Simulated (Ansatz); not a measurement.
With PBE in the plane-wave PAW code Ansatz, CoIrPt in the trigonal phase (P3m1; Co on 1a, Pt on 1b, Ir on 1c) relaxes to a = 2.712 Å, c = 6.550 Å. Co has 12 nearest neighbours from 2.56 Å (cuboctahedral); Pt has 12 nearest neighbours from 2.65 Å (cuboctahedral). Against the elements it lies at 2.3 kJ/mol of atoms, with no fitted shifts.

Electronic character: metallic (no gap). The magnetic state found is ferromagnetic. The net moment is 0.71 μB per atom.

The start of the workflow was typed in or built on a structure type; neither database checked (COD, Materials Project) lists it. Whether it is the stable phase at ambient conditions was not checked. Symmetry was held in the PBE relaxation; its stability against distortions is not shown here. The final state is ferromagnetic, the only order run, not a proven ground state. Axis ratios of metals converge slowly with the k-mesh, so a and c are less sure than the volume. The references are the lowest solids computed at this level, not always the standard phases. Scalar-relativistic: spin–orbit coupling is off unless named, which matters more the heavier the elements.

Potentials: the earlier of the program's two PAW sets.
